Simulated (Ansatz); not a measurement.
## Na, one cell by several methods

```
Na
1.0
     3.76700    0.00000    0.00000
    -1.88350    3.26232    0.00000
     0.00000    0.00000    6.15400
Na
2
Direct
  0.33333 0.66667 0.25000
  0.66667 0.33333 0.75000
```

Atoms are numbered in the order listed.

Conventional cell: a = 3.767 Å, b = 3.767 Å, c = 6.154 Å, α = 90.00°, β = 90.00°, γ = 120.00°. Na (atom 1) has 12 Na at 3.77 Å as nearest neighbours.

Structure: COD 9011000, as refined from experiment and not relaxed.

Methods: DFT, LDA, PAW with Ansatz's default frozen-core files, scalar-relativistic (Ansatz 0.2.0); DFT, LDA, all-electron PAW with datasets made for the crystal, scalar-relativistic (Ansatz 0.2.0); DFT, LDA, all-electron LAPW, scalar-relativistic (Ansatz 0.2.0).

For PAW: a Γ-centred 11×11×6 k mesh, Fermi–Dirac smearing of 0.05 eV, cutoff 420 eV, no spin polarisation; the PAW files were made with PBE, and the program remakes their frozen cores for this functional. The crystal-made all-electron datasets (AE datasets) take a cutoff of 160 eV at this cell. LAPW targets a basis error of 0.5 meV/atom. The Ansatz runs share mesh, smearing and spin set-up. Plane-wave (PAW) pressures include the program's estimate of the Pulay term.

Stress and pressure are positive in compression.

Levels count from the Fermi level.

```json
{"quantity": "pressure (GPa)", "PAW": "-0.89", "AE datasets": "-0.89", "LAPW": "-0.89"}
{"quantity": "stress xx (GPa)", "PAW": "-0.98", "AE datasets": "-0.98", "LAPW": "-0.98"}
{"quantity": "stress zz (GPa)", "PAW": "-0.71", "AE datasets": "-0.71", "LAPW": "-0.71"}
{"quantity": "highest filled level at Γ (eV)", "PAW": "-3.258", "AE datasets": "-3.257", "LAPW": "-3.257"}
{"quantity": "lowest empty level at Γ (eV)", "PAW": "0.559", "AE datasets": "0.558", "LAPW": "0.558"}
{"quantity": "highest filled level at H (eV)", "PAW": "-25.004", "AE datasets": "-24.998", "LAPW": "-24.997"}
{"quantity": "lowest empty level at H (eV)", "PAW": "2.039", "AE datasets": "2.038", "LAPW": "2.038"}
{"quantity": "highest filled level at L (eV)", "PAW": "-25.007", "AE datasets": "-25.000", "LAPW": "-25.000"}
{"quantity": "lowest empty level at L (eV)", "PAW": "1.048", "AE datasets": "1.047", "LAPW": "1.047"}
```
